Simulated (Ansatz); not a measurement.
ZrRh (space group Pnma)

```
ZrRh
1.0
    6.05513     0.00000     0.00000
    0.00000     4.43946     0.00000
    0.00000     0.00000     5.25186
Zr Rh
4 4
Cartesian
  4.99513   3.32960   4.51184
  1.06000   1.10987   0.74002
  4.08757   1.10987   1.88591
  1.96756   3.32960   3.36594
  2.74349   3.32960   0.88398
  3.31164   1.10987   4.36787
  0.28408   1.10987   3.50991
  5.77105   3.32960   1.74194
```

The slice is a (100) plane (indices of the conventional cell) through the point (0.453, 0.750, 0.168) (fractional), spanned by u = [010] and v = [001] in vectors of this cell: u (4.44 Å) and v (5.25 Å, at 90° to u). It covers one period; positions are fractions (u, v).

These are PBEsol (plane waves to 420 eV, PAW, scalar-relativistic; Ansatz, a program for electronic structure) values and carry that method's errors. k mesh 8×11×9. These are valence fields of a PAW run, semicore shells included where kept as valence: close to a nucleus they are smooth pseudo fields. ZrRh is run without spin polarisation. ZrRh was relaxed with its symmetry unable to fall.

Sketch the valence electron density on this plane as a map.


| v \ u | 0.00 | 0.15 | 0.30 | 0.45 | 0.60 | 0.75 | 0.90 |
|---|---|---|---|---|---|---|---|
| 0.88 | 0.6 | -0.1 | -0.6 | -0.5 | -0.5 | -0.5 | 0.3 |
| 0.75 | -0.5 | -0.6 | -0.4 | 0.4 | 0.2 | -0.5 | -0.6 |
| 0.62 | -0.5 | -0.6 | -0.2 | 0.6 | 0.4 | -0.4 | -0.5 |
| 0.50 | 0.2 | -0.3 | -0.5 | -0.3 | -0.3 | -0.6 | 0.0 |
| 0.38 | -0.1 | -0.5 | -0.8 | -0.8 | -0.8 | -0.8 | -0.3 |
| 0.25 | -0.4 | -0.6 | -0.8 | -0.9 | -0.8 | -0.7 | -0.5 |
| 0.12 | 0.6 | 0.0 | -0.6 | -0.8 | -0.7 | -0.5 | 0.3 |
| 0.00 | 1.2 | 0.6 | -0.5 | -0.7 | -0.7 | -0.3 | 0.9 |

Values: log₁₀ of the valence density in e/Å³. The scale is logarithmic, as a density can span decades between atoms and voids.
